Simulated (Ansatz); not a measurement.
TiGa$_{3}$, DFT, PBEsol, all-electron PAW with datasets made for the crystal, scalar-relativistic (Ansatz 0.2.0), run on 1 thread of AMD EPYC 9R45 96-Core Processor (Zen 5) on a shared host.

The cell comes from COD entry 1522707, which wasn't checked; take it as a given geometry. The listed cell was then made from it by scaling, straining or moving an atom.

Command: `ansatz run input.yaml --threads 1 --pin off --max-ram 4096MiB --backend cpu --events-out ev --progress --plain --runs-dir out`

```yaml
crystal:
  lattice:
    - [-1.855825883, 1.855825883, 4.2778525368]
    - [1.855825883, -1.855825883, 4.2778525368]
    - [1.855825883, 1.855825883, -4.2778525368]
  atoms:
    - { symbol: Ti, position: [0.0, 0.0, 0.0] }
    - { symbol: Ga, position: [0.5, 0.5, 0.0] }
    - { symbol: Ga, position: [0.75, 0.25, 0.5] }
    - { symbol: Ga, position: [0.25, 0.75, 0.5] }
kpoints:
  mp_grid: { grid: [14, 14, 14] }
scf:
  occupations: { method: fermi_dirac, width: 0.05 }
hamiltonian:
  xc: pbesol
  pseudopotentials: { kind: all_electron, datasets: crystal }
output:
  forces: true
  stress: true
  eigenvalues: true
  efg: { contact_densities: true }
```

(1) How large is the problem that the program sets up?

(2) About how long does it take, and how much memory does it use?

(3) And the same cell and mesh by frozen-core PAW, asked for forces, stress, eigenvalues, efg, on the same hardware?

Results:

(1) 244 irreducible k-points, 697 plane waves at Γ, 26 bands.

(2) 28 s of wall time for 11 SCF iterations, with a peak of 1.4 GiB. Times on shared machines scatter by tens of per cent.

(3) 7.8 s, peak memory 0.71 GiB.
